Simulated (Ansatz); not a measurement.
The relaxed structure here is a generated cell of SnO: the first start was made by placing the elements on the sites of a structure type, and the end was not matched to a known phase here, so it may be hypothetical. Known forms of SnO include space group No. 129.

A relaxed structure of SnO. Space group P-3m1 (No. 164). Calculation: PBEsol (plane waves to 420 eV, PAW, scalar-relativistic; Ansatz, a quantum-chemistry and plane-wave program).

```cif
data_O2Sn2
_chemical_formula_sum 'Sn2 O2'
_space_group_name_H-M_alt 'P-3m1'
_space_group_IT_number 164
_space_group_name_Hall '-P 3 2"'
_cell_length_a 3.79561
_cell_length_b 3.79561
_cell_length_c 6.26559
_cell_angle_alpha 90.000
_cell_angle_beta 90.000
_cell_angle_gamma 120.000
loop_
_atom_site_label
_atom_site_type_symbol
_atom_site_symmetry_multiplicity
_atom_site_Wyckoff_symbol
_atom_site_fract_x
_atom_site_fract_y
_atom_site_fract_z
_atom_site_occupancy
Sn1 Sn 2 d 0.33333 0.66667 0.22548 1
O1 O 2 d 0.66667 0.33333 0.11957 1
```

```yaml
volume_per_atom: 19.54 Å³
band_gap: 0.71 eV, indirect (valence top at Γ, conduction bottom at L) (no spin-orbit coupling)
smallest_direct_gap: 0.97 eV at L
shortest_distances: O–Sn 2.16 Å; O–O 2.65 Å; Sn–Sn 3.58 Å
k-mesh: 10×10×6
```

Band energies at high-symmetry points (eV from the VBM; labels of this space group; no spin-orbit coupling), from −5 eV up to 3.5 eV:

```
point                                        energies
-----  ----------------------------------------------
Γ             -4.16 -4.16 -4.14 -2.76 -2.76 0.00 2.51
M             -3.96 -3.93 -3.04 -0.92 -0.80 2.01 2.35
K                  -3.75 -3.43 -3.43 -0.59 -0.59 2.13
A      -4.52 -4.14 -4.14 -3.89 -2.77 -2.77 -1.66 3.00
L             -3.89 -3.27 -3.08 -1.33 -0.26 0.71 3.12
H                  -3.89 -3.04 -3.04 -0.73 -0.73 2.10
```

No spin polarisation in the result.

The run could not lose the symmetry of its start: the end is stationary, and may be a saddle point rather than a minimum.

It was reached from a disturbed copy of a P6₃/mmc (No. 194) cell, against which it lies -314 meV/atom.
